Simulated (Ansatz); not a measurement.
AlP:
```yaml
crystal:
  lattice:
    - [0.00000, 2.75388, 2.75388]
    - [2.75388, 0.00000, 2.75388]
    - [2.75388, 2.75388, 0.00000]
  atoms:
    - { symbol: P, position: [0.75000, 0.75000, 0.75000] }
    - { symbol: Al, position: [0.00000, 0.00000, 0.00000] }
```

Relaxed with PBE. Special points in fractions of this cell's reciprocal vectors: Γ (0.000, 0.000, 0.000); X (0.500, 0.000, 0.500); U (0.625, 0.250, 0.625); K (0.375, 0.375, 0.750); L (0.500, 0.500, 0.500); W (0.500, 0.250, 0.750).

### Question
List the band energies nearest the valence-band maximum at these points for the program Ansatz at the PBE level (PAW).

### Answer
In eV from the valence-band maximum; about four levels below and three above (degenerate sets whole), none deeper than 8.9 eV; points with the same levels are listed once.

```tsv
k	below	above
Γ	0.00 0.00 0.00	3.09 4.53 4.53 4.53
X	-5.22 -2.05 -2.05	1.63 2.48 10.84 10.84
U	-4.94 -3.31 -1.69	2.46 5.07 8.35
L	-5.41 -0.75 -0.75	2.72 4.81 4.81
W	-4.85 -3.07 -2.72	4.32 5.81 6.12
```

Space group F-43m (zinc blende). The cell was relaxed with PBE under the symmetry of its start; phonons on a q-mesh show no instability.

Potentials: the later of the program's two PAW sets.
